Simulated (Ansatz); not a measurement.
# CaZn$_{2}$Re$_{2}$: relaxation (Ansatz)

input.yaml:

```yaml
crystal:
  lattice:
    - [3.991065, 0.0, 0.0]
    - [-1.995533, 3.456365, 0.0]
    - [0.0, 0.0, 6.707794]
  atoms:
    - { symbol: Zn, position: [0.3333, 0.6667, 0.6307] }
    - { symbol: Zn, position: [0.6667, 0.3333, 0.3693] }
    - { symbol: Ca, position: [0.0, 0.0, 0.0] }
    - { symbol: Re, position: [0.3333, 0.6667, 0.2571] }
    - { symbol: Re, position: [0.6667, 0.3333, 0.7429] }
  symmetry: { tolerance: 0.0003 }
kpoints:
  mp_grid: { grid: [8, 8, 5], shift: [0, 0, 0] }
magnetization:
  spin_polarized: false
scf:
  occupations: { method: fermi_dirac }
  lower_state_search: "off"
hamiltonian:
  pseudopotentials: { kind: paw }
  xc: pbesol
basis:
  ecutwfc: 420
  fft_grid_basis: typed
relax:
  max_steps: 80
output:
  forces: true
  stress: true
  eigenvalues: true
  bader: true
  populations: true
  elf: true
  write_potential: true
  volumetric_format: npy
  dos:
    e_range: [-12, 8]
    de: 0.05
    projected: { site_lists: { Ca: [Ca], Re: [Re], Zn: [Zn] } }
  write_density: true
checkpoint:
  read: saved_state
```

Launch command:

```bash
ansatz run input.yaml --threads 2 --pin off --max-ram 2560MiB --backend cpu --events-out ev --progress --plain --runs-dir out
```

Origin of the cell: a known structure type with other elements, at an estimated volume, so it need not be a known compound.

The smearing width isn't typed, so it takes its default of 0.1 eV.

The saved state is a converged single point of the same cell.

Steps:

```json
{"step": "1", "ΔF (meV/atom)": "0.0", "max force component (eV/Å)": "0.853", "SCF iterations": "7", "step was": "accepted"}
{"step": "2", "ΔF (meV/atom)": "-23.7", "max force component (eV/Å)": "0.545", "SCF iterations": "6", "step was": "accepted"}
{"step": "3", "ΔF (meV/atom)": "-34.2", "max force component (eV/Å)": "0.452", "SCF iterations": "7", "step was": "accepted"}
{"step": "4", "ΔF (meV/atom)": "-44.7", "max force component (eV/Å)": "0.031", "SCF iterations": "6", "step was": "accepted"}
{"step": "5", "ΔF (meV/atom)": "-44.7", "max force component (eV/Å)": "0.032", "SCF iterations": "6", "step was": "accepted"}
{"step": "6", "ΔF (meV/atom)": "-44.7", "max force component (eV/Å)": "0.002", "SCF iterations": "6", "step was": "accepted"}
```

Step 1, with forces in eV/Å:

```xyz
5
Lattice="3.991 0.000 0.000 -1.996 3.456 0.000 0.000 0.000 6.708" Properties=species:S:1:pos:R:3:forces:R:3 pbc="T T T" step=1
Zn    0.000    2.304    4.231    0.000    0.000   -0.188
Zn    1.996    1.152    2.477    0.000    0.000    0.188
Ca    0.000    0.000    0.000    0.000    0.000    0.000
Re    0.000    2.304    1.725    0.000    0.000   -0.853
Re    1.996    1.152    4.983    0.000    0.000    0.853
```

Step 2, with forces in eV/Å:

```xyz
5
Lattice="3.991 0.000 0.000 -1.996 3.456 0.000 0.000 0.000 6.708" Properties=species:S:1:pos:R:3:forces:R:3 pbc="T T T" step=2
Zn    0.000    2.304    4.208    0.000    0.000   -0.346
Zn    1.996    1.152    2.500    0.000    0.000    0.346
Ca    0.000    0.000    0.000    0.000    0.000    0.000
Re    0.000    2.304    1.649    0.000    0.000   -0.545
Re    1.996    1.152    5.058    0.000    0.000    0.545
```

Step 3, with forces in eV/Å:

```xyz
5
Lattice="3.991 0.000 0.000 -1.996 3.456 0.000 0.000 0.000 6.708" Properties=species:S:1:pos:R:3:forces:R:3 pbc="T T T" step=3
Zn    0.000    2.304    4.053    0.000    0.000    0.452
Zn    1.996    1.152    2.655    0.000    0.000   -0.452
Ca    0.000    0.000    0.000    0.000    0.000    0.000
Re    0.000    2.304    1.458    0.000    0.000    0.310
Re    1.996    1.152    5.250    0.000    0.000   -0.310
```

Step 4, with forces in eV/Å:

```xyz
5
Lattice="3.991 0.000 0.000 -1.996 3.456 0.000 0.000 0.000 6.708" Properties=species:S:1:pos:R:3:forces:R:3 pbc="T T T" step=4
Zn    0.000    2.304    4.124    0.000    0.000   -0.001
Zn    1.996    1.152    2.584    0.000    0.000    0.001
Ca    0.000    0.000    0.000    0.000    0.000    0.000
Re    0.000    2.304    1.531    0.000    0.000   -0.031
Re    1.996    1.152    5.176    0.000    0.000    0.031
```

Step 5, with forces in eV/Å:

```xyz
5
Lattice="3.991 0.000 0.000 -1.996 3.456 0.000 0.000 0.000 6.708" Properties=species:S:1:pos:R:3:forces:R:3 pbc="T T T" step=5
Zn    0.000    2.304    4.124    0.000    0.000   -0.001
Zn    1.996    1.152    2.584    0.000    0.000    0.001
Ca    0.000    0.000    0.000    0.000    0.000    0.000
Re    0.000    2.304    1.531    0.000    0.000   -0.032
Re    1.996    1.152    5.176    0.000    0.000    0.032
```

Step 6, with forces in eV/Å:

```xyz
5
Lattice="3.991 0.000 0.000 -1.996 3.456 0.000 0.000 0.000 6.708" Properties=species:S:1:pos:R:3:forces:R:3 pbc="T T T" step=6
Zn    0.000    2.304    4.123    0.000    0.000    0.002
Zn    1.996    1.152    2.585    0.000    0.000   -0.002
Ca    0.000    0.000    0.000    0.000    0.000    0.000
Re    0.000    2.304    1.526    0.000    0.000   -0.002
Re    1.996    1.152    5.182    0.000    0.000    0.002
```

```yaml
Free_energy_lowered_by: 44.7 meV/atom
Final_pressure: 1.34 GPa
Relaxation_steps_listed: 6
```

Caveats: no moments, though an odd count or open d shells may carry them; no spin-orbit coupling, though heavy elements are present; the SCF threshold is looser than advised for a stress; the relaxation held the start's symmetry, so the end may be a saddle point.

It ran for 86 s on 2 threads of Arm Neoverse N1, on a shared host, peak memory 0.54 GiB, from a saved density.
